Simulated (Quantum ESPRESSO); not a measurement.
# Ge6NB: input and log of a self-consistent run

A calculation, not a measurement. The program is pw.x of Quantum ESPRESSO 7.5 (plane-wave density functional theory). The cell is made up: 8 atoms on a zincblende/diamond lattice, with randomly drawn elements, strain and displacements, not relaxed. PseudoDojo standard norm-conserving files (v0.5 for PBE, v0.4.1 for LDA and PBEsol) set the functional; there is no spin polarisation, spin-orbit coupling or dispersion term, and the masses in the input are unused placeholders.

Input:

```
&control calculation='scf', pseudo_dir='./dojo.nc.sr.pbe.v0_5.standard.upf', outdir='./o', disk_io='low', tprnfor=.true., tstress=.true. /
&system ibrav=0, nat=8, ntyp=3, nbnd=56, ecutwfc=84.00895049, nosym=.true., tot_charge=0,
 occupations='smearing', smearing='fd', degauss=0.0073498644
/
&electrons conv_thr=7.350e-09, electron_maxstep=60, /
ATOMIC_SPECIES
B 1.0 B.upf
Ge 1.0 Ge.upf
N 1.0 N.upf
CELL_PARAMETERS angstrom
5.6724 -0.0209 -0.0037
-0.0209 5.5846 0.0253
-0.0037 0.0253 5.5411
ATOMIC_POSITIONS angstrom
Ge -0.0483 -0.0086 -0.0306
Ge -0.0154 2.7842 2.7602
Ge 2.8257 0.0311 2.7703
Ge 2.8898 2.796 0.0002
N 1.3669 1.5015 1.3718
Ge 1.4053 4.2308 4.175
Ge 4.2653 1.3823 4.1477
B 4.2327 4.1945 1.4121
K_POINTS automatic
6 6 6 1 1 1
```

The log is shortened where brackets say so; the opening notice, blank lines, dates and the lines on written files are dropped, and the path of the files is cut. It prints rydbergs, bohrs and kilobars, and counts compression as positive stress.

```
     Program PWSCF v.7.5
     Parallel version (MPI & OpenMP), running on       4 processor cores
     Number of MPI processes:                 4
     Threads/MPI process:                     1
     [start-up lines left out]
     bravais-lattice index     =            0
     lattice parameter (alat)  =      10.7194  a.u.
     unit-cell volume          =    1184.5035 (a.u.)^3
     number of atoms/cell      =            8
     number of atomic types    =            3
     number of electrons       =        92.00
     number of Kohn-Sham states=           56
     kinetic-energy cutoff     =      84.0090  Ry
     charge density cutoff     =     336.0358  Ry
     scf convergence threshold =      7.3E-09
     mixing beta               =       0.7000
     number of iterations used =            8  plain     mixing
     Exchange-correlation= PBE
                           (   1   4   3   4   0   0   0)
     [axes and pseudopotential details left out]
   Cartesian axes
     site n.     atom                  positions (alat units)
         1        Ge     tau(   1) = (  -0.0085149  -0.0015161  -0.0053945  )
         2        Ge     tau(   2) = (  -0.0027149   0.4908294   0.4865984  )
         3        Ge     tau(   3) = (   0.4981454   0.0054826   0.4883789  )
         4        Ge     tau(   4) = (   0.5094457   0.4929096   0.0000353  )
         5        N      tau(   5) = (   0.2409722   0.2647009   0.2418360  )
         6        Ge     tau(   6) = (   0.2477417   0.7458519   0.7360149  )
         7        Ge     tau(   7) = (   0.7519340   0.2436870   0.7312021  )
         8        B      tau(   8) = (   0.7461869   0.7394525   0.2489405  )
     number of k points=   108  Fermi-Dirac smearing, width (Ry)=  0.0073
     Number of k-points >= 100: set verbosity='high' to print them.
     Dense  grid:   123247 G-vectors     FFT dimensions: (  64,  64,  64)
     Estimated max dynamical RAM per process >     532.15 MB
     Estimated total dynamical RAM >       1.99 GB
     Initial potential from superposition of free atoms
     starting charge      91.9948, renormalised to      92.0000
     Starting wfcs are   62 randomized atomic wfcs
     total cpu time spent up to now is        8.6 secs
     per-process dynamical memory:   457.8 Mb
     Self-consistent Calculation
     iteration #  1     ecut=    84.01 Ry     beta= 0.70
     Davidson diagonalization with overlap
     ethr =  1.00E-02,  avg # of iterations =  3.0
     Threshold (ethr) on eigenvalues was too large:
     Diagonalizing with lowered threshold
     Davidson diagonalization with overlap
     ethr =  7.19E-04,  avg # of iterations =  1.8
     total cpu time spent up to now is       47.1 secs
     total energy              =   -1097.76497292 Ry
     estimated scf accuracy    <       0.65824384 Ry
     iteration #  2     ecut=    84.01 Ry     beta= 0.70
     Davidson diagonalization with overlap
     ethr =  7.15E-04,  avg # of iterations =  6.4
     total cpu time spent up to now is       69.2 secs
     total energy              =   -1097.53699807 Ry
     estimated scf accuracy    <       4.18041221 Ry
     iteration #  3     ecut=    84.01 Ry     beta= 0.70
     Davidson diagonalization with overlap
     ethr =  7.15E-04,  avg # of iterations =  4.2
     total cpu time spent up to now is       89.9 secs
     total energy              =   -1098.06843031 Ry
     estimated scf accuracy    <       0.22306093 Ry
     iteration #  4     ecut=    84.01 Ry     beta= 0.70
     Davidson diagonalization with overlap
     ethr =  2.42E-04,  avg # of iterations =  2.8
     total cpu time spent up to now is      107.5 secs
     total energy              =   -1098.10949127 Ry
     estimated scf accuracy    <       0.03366200 Ry
     iteration #  5     ecut=    84.01 Ry     beta= 0.70
     Davidson diagonalization with overlap
     ethr =  3.66E-05,  avg # of iterations =  3.0
     total cpu time spent up to now is      125.7 secs
     total energy              =   -1098.11430618 Ry
     estimated scf accuracy    <       0.00277132 Ry
     iteration #  6     ecut=    84.01 Ry     beta= 0.70
     Davidson diagonalization with overlap
     ethr =  3.01E-06,  avg # of iterations =  7.8
     total cpu time spent up to now is      148.1 secs
     total energy              =   -1098.11482228 Ry
     estimated scf accuracy    <       0.00015489 Ry
     iteration #  7     ecut=    84.01 Ry     beta= 0.70
     Davidson diagonalization with overlap
     ethr =  1.68E-07,  avg # of iterations =  3.6
     total cpu time spent up to now is      166.2 secs
     total energy              =   -1098.11485480 Ry
     estimated scf accuracy    <       0.00002982 Ry
     iteration #  8     ecut=    84.01 Ry     beta= 0.70
     Davidson diagonalization with overlap
     ethr =  3.24E-08,  avg # of iterations =  2.1
     total cpu time spent up to now is      183.2 secs
     total energy              =   -1098.11486221 Ry
     estimated scf accuracy    <       0.00000121 Ry
     iteration #  9     ecut=    84.01 Ry     beta= 0.70
     Davidson diagonalization with overlap
     ethr =  1.32E-09,  avg # of iterations =  3.9
     total cpu time spent up to now is      202.3 secs
     total energy              =   -1098.11486261 Ry
     estimated scf accuracy    <       0.00000020 Ry
     iteration # 10     ecut=    84.01 Ry     beta= 0.70
     Davidson diagonalization with overlap
     ethr =  2.22E-10,  avg # of iterations =  2.0
     total cpu time spent up to now is      221.4 secs
     total energy              =   -1098.11486266 Ry
     estimated scf accuracy    <       0.00000002 Ry
     iteration # 11     ecut=    84.01 Ry     beta= 0.70
     Davidson diagonalization with overlap
     ethr =  2.13E-11,  avg # of iterations =  3.3
     total cpu time spent up to now is      239.4 secs
     End of self-consistent calculation
     Number of k-points >= 100: set verbosity='high' to print the bands.
     the Fermi energy is     6.9676 ev
!    total energy              =   -1098.11486266 Ry
     estimated scf accuracy    <          5.0E-09 Ry
     smearing contrib. (-TS)   =      -0.00532995 Ry
     internal energy E=F+TS    =   -1098.10953271 Ry
     The total energy is F=E-TS. E is the sum of the following terms:
     one-electron contribution =    -612.17639885 Ry
     hartree contribution      =     361.69659240 Ry
     xc contribution           =    -269.51813330 Ry
     ewald contribution        =    -578.11159297 Ry
     convergence has been achieved in  11 iterations
     Forces acting on atoms (cartesian axes, Ry/au):
     atom    1 type  2   force =    -0.00081768   -0.02661905    0.10572397
     atom    2 type  2   force =     0.00402434    0.02903438   -0.09574119
     atom    3 type  2   force =     0.01221061   -0.01678479   -0.09998657
     atom    4 type  2   force =    -0.00367482    0.02458017    0.09275162
     atom    5 type  3   force =     0.00562148   -0.00799322    0.00521948
     atom    6 type  2   force =    -0.00545740   -0.01284083    0.00116400
     atom    7 type  2   force =    -0.01293872    0.00999507   -0.00403700
     atom    8 type  1   force =     0.00103220    0.00062828   -0.00509432
     Total force =     0.205404     Total SCF correction =     0.000482
     Computing stress (Cartesian axis) and pressure
          total   stress  (Ry/bohr**3)                   (kbar)     P=      -73.61
  -0.00055369   0.00003643   0.00003863          -81.45        5.36        5.68
   0.00003643  -0.00048052  -0.00006884            5.36      -70.69      -10.13
   0.00003863  -0.00006884  -0.00046692            5.68      -10.13      -68.69
     init_run     :      8.16s CPU      8.45s WALL (       1 calls)
     electrons    :    229.90s CPU    230.86s WALL (       1 calls)
     forces       :      2.35s CPU      2.35s WALL (       1 calls)
     stress       :      8.20s CPU      8.20s WALL (       1 calls)
     [timing details left out]
     PWSCF        :   4m 8.85s CPU   4m10.12s WALL
     JOB DONE.
```

In other units: free energy -14940.614 eV for the cell, pressure -7.36 GPa, largest force component 2.718 eV/Å. A rerun of a related cell, with the same atoms placed differently, at 1437 eV and a 8 x 8 x 8 mesh moved values by no more than 0.005 eV in energy, 0.02 GPa in stress and 0.005 eV/Å in force.